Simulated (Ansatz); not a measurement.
The calculation used Ansatz 0.2.0, DFT PBE, scalar-relativistic, plane waves, PAW, and for the lanthanide a 4f-in-core norm-conserving potential. Cutoff 690 eV, Γ-centred meshes of about 0.25 Å⁻¹ or finer for metals and 0.3 Å⁻¹ for insulators (2π included), Gaussian smearing. No spin polarisation.

All energies are static (0 K, no zero-point motion).

Two relaxed structures of TmB₃Au:

1.

```cif
data_structure
_symmetry_space_group_name_H-M 'P6_3/mmc'
_symmetry_Int_Tables_number 194
_cell_length_a 5.0706
_cell_length_b 5.0706
_cell_length_c 5.4311
_cell_angle_alpha 90.000
_cell_angle_beta 90.000
_cell_angle_gamma 120.000
_cell_volume 120.93
loop_
_atom_site_label
_atom_site_type_symbol
_atom_site_symmetry_multiplicity
_atom_site_Wyckoff_symbol
_atom_site_fract_x
_atom_site_fract_y
_atom_site_fract_z
_atom_site_occupancy
Tm1 Tm 2 d 0.33333 0.66667 0.75000 1
B1 B 6 h 0.22371 0.77629 0.25000 1
Au1 Au 2 a 0.00000 0.00000 0.00000 1
```

2.

```cif
data_structure
_symmetry_space_group_name_H-M 'Cmcm'
_symmetry_Int_Tables_number 63
_cell_length_a 3.1817
_cell_length_b 15.4757
_cell_length_c 5.1832
_cell_angle_alpha 90.000
_cell_angle_beta 90.000
_cell_angle_gamma 90.000
_cell_volume 255.21
loop_
_atom_site_label
_atom_site_type_symbol
_atom_site_symmetry_multiplicity
_atom_site_Wyckoff_symbol
_atom_site_fract_x
_atom_site_fract_y
_atom_site_fract_z
_atom_site_occupancy
Tm1 Tm 4 c 0.00000 0.87376 0.25000 1
B1 B 4 c 0.00000 0.84786 0.75000 1
B2 B 8 f 0.50000 0.74784 0.41629 1
Au1 Au 4 c 0.50000 0.94769 0.75000 1
```

**Question.** Which form is favoured at zero pressure, and by what margin per atom?

**Answer.** They are level within the accuracy (2 meV/atom apart, with cell 1 the lower in these runs). Cell 1 has space group P6_3/mmc (No. 194), 12.1 Å³/atom and no gap on its mesh; cell 2 has space group Cmcm (No. 63), 12.8 Å³/atom and no gap. Counting B atoms around Au and Tm (those within 1.25 times the shortest such distance or 1.15 times the sum of covalent radii, 1.27 where that leaves under three; a plus sign parts nearer from farther groups), cell 1 has Tm 6+6, Au 6 and cell 2 has Tm 8, Au 2. Cell 1 holds B–B units of three or more atoms (shortest 1.67 Å); cell 2 holds B–B nets (shortest 1.71 Å). Both come from trial cells of a structure search.

For metals, differences of a few meV/atom aren't resolved. These runs have no spin–orbit coupling, which can matter for Au. With atoms moved at random, cell 1 came back. Cell 2 had no clear such test and can be a saddle point.

The lanthanide is trivalent by construction, without f bands, f moments or other valences.
